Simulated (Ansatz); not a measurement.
CdF2:
```
CdF2
1.0
    0.00000     2.74087     2.74087
    2.74087     0.00000     2.74087
    2.74087     2.74087     0.00000
Cd F
1 2
Direct
  0.00000   0.00000   0.00000
  0.25000   0.25000   0.25000
  0.75000   0.75000   0.75000
```

Relaxed with PBE. Special points in fractions of this cell's reciprocal vectors: Γ (0.000, 0.000, 0.000); X (0.500, 0.000, 0.500); U (0.625, 0.250, 0.625); K (0.375, 0.375, 0.750); L (0.500, 0.500, 0.500); W (0.500, 0.250, 0.750).

Task: List the band energies nearest the valence-band maximum at these points for PBE in the plane-wave PAW code Ansatz.

Result: In eV from the valence-band maximum; about four levels below and three above (degenerate sets whole), none deeper than 8.9 eV; … stands for higher levels left out; points with the same levels are listed once.

```csv
k,below,above
Γ,-0.85 -0.85 -0.85 -0.56 -0.56 -0.56,2.91 …
X,-2.69 -2.69 -0.42 -0.08 -0.08,7.60 9.40 …
U,-2.21 -0.84 -0.30 -0.20,7.56 10.43 …
L,-1.65 -1.65 -0.43 -0.43,6.80 8.99 …
W,-1.42 -1.42 -0.50 0.00,7.66 …
```

Space group Fm-3m (fluorite). Symmetry was held in the PBE relaxation. Spin–orbit coupling is left out wherever it is not named.

Potentials: the earlier of the program's two PAW sets.
